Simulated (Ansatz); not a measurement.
As (space group R-3m)

```xyz
2
Lattice="1.8800 1.0854 3.3284 -1.8800 1.0854 3.3284 0.0000 -2.1709 3.3284" Properties=species:S:1:pos:R:3 pbc="T T T"
As     0.0000     0.0000     2.3017
As     0.0000     0.0000     7.6834
```

The slice is a (1 -1 0 2) plane (indices of the conventional cell) through the point (0.769, 0.769, 0.769) (fractional), spanned by u = [1 0 -1] and v = [010] in vectors of this cell: u (3.76 Å) and v (3.97 Å, at 90° to u). It covers one period; positions are fractions (u, v).

All values below come from LDA (plane waves to 420 eV, PAW, scalar-relativistic; Ansatz, an electronic-structure program). k mesh 11×11×11. Inside the PAW spheres the values are not all-electron values, and peaks at nuclei hang on which shells count as valence. As was relaxed with its symmetry unable to fall.

Problem. Predict the map of the electrostatic potential energy of an electron, from the cell's mean on the slice.

Solution. 
```
|xxxxxxx:*%@@@@%*:xxxxxx|
|xxxxxx =#%@@@@%#= xxxxx|
|xxxxxx +#%@@@@%#+ xxxxx|
|xxxxx -*%@@@@@@%*- xxxx|
|xxxx -+#%%%%%%%%#+- xxx|
|x  .=+############+=.  |
|-==+*###*+====+*###*+==|
|######*+-      -+*#####|
|%%%%#*+: xxxxxx :+*#%%%|
|@@@%#+: xxxxxxxx :+#%@@|
|@@@%*= xxxxxxxxxx =*%@@|
|@@@%*:xxxxxxxxxxxx:*%@@|
|@@@#+ xxxxxxxxxxxx +#@@|
|@@%#+ xxxxxxxxxxxx +#%@|
|%%#*= xxxxxxxxxxxx =*#%|
|***+=.xxxxxxxxxxxx.=+**|
|:--=-: xxxxxxxxxx :-=--|
|x   ::  xxxxxxxx  ::   |
|xxxx ..  xxxxxx  .. xxx|
|xxxxx .::      ::. xxxx|
|xxxxxx -==----==- xxxxx|
|xxxxxx -+******+- xxxxx|
|xxxxxxx:+#%%%%#+:xxxxxx|
|xxxxxxx:*#%@@%#*:xxxxxx|
```
Scale: ten equal steps from -3.00 (start of ' ') to 5.34 (end of '@'), in the order ' .:-=+*#%@'. Values: electrostatic potential energy of an electron, from the cell's mean, in eV. The map has 23 points along u (one character each, u = 0 at the left) and 24 along v (v = 0 in the bottom row). Points within 1 Å of a nucleus are blanked (x), as the pseudised field means little there. Values under -3 eV are set to -3. The zero, the cell's mean, hangs on the PAW cores.
